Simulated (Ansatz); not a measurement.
Donors, acceptors and traps in HfSiO₄ (I4_1/amd)

Plane-wave DFT in Ansatz, PBE, scalar-relativistic PAW potentials, cutoff 420 eV, no spin-orbit coupling; collinear spin where a cell may carry moments. Host HfSiO₄ (I4_1/amd), Kohn–Sham gap 5.31 eV. Supercells of the given numbers of host atoms, atoms relaxed at the host's cell, one site and start each; cells this small leave errors of tenths of an eV. Charged cells carry image-charge and alignment terms; levels count from the valence band top.

```tsv
defect	host atoms	levels between neighbouring charges (eV)
Hf on a Si site (b)	48	(+1/0) under the valence top, (0/-1) over the conduction bottom
N on an O site (h)	48	(+1/0) under the valence top, (0/-1) 1.38
Sn on a Si site (b)	48	(+1/0) under the valence top, (0/-1) 4.43
```

Q: Which charge does each defect take with the Fermi level 0.1 eV inside either band edge, and what does it do to the carriers?

A: A charge q is lowest where E(q) + qE_F is least, so a level marks the Fermi energy at which two charges cost the same; where a level to a lower charge lies under the one before it, the charge between is skipped.
- Hf on a Si site (b): 0 near the valence top, 0 near the conduction bottom; neutral across this gap.
- N on an O site (h): 0 near the valence top, -1 near the conduction bottom; deep acceptor.
- Sn on a Si site (b): 0 near the valence top, -1 near the conduction bottom; deep acceptor (the potential alignment is flagged as doubtful, which leaves tenths of an eV).

Only the charges computed compete, so others of either sign may be missing and a defect may be amphoteric. A level outside the gap means that the carrier costs less in a host band than on the defect. Shallow levels can't be resolved in cells this small, and a functional that widens the gap moves the band edges away from deep levels, so a level near an edge here may be deep in the real crystal. Semilocal functionals also spread out holes that halides and oxides trap on one or two anions, so an impurity found neutral here can still trap a hole.

Spin-orbit coupling, left out, matters for the members with heavy elements.

Cost: about 120 core-minutes for the runs cited, on Intel Xeon Platinum 8488C (Sapphire Rapids), Intel Xeon 6975P-C (Granite Rapids) (shared hosts).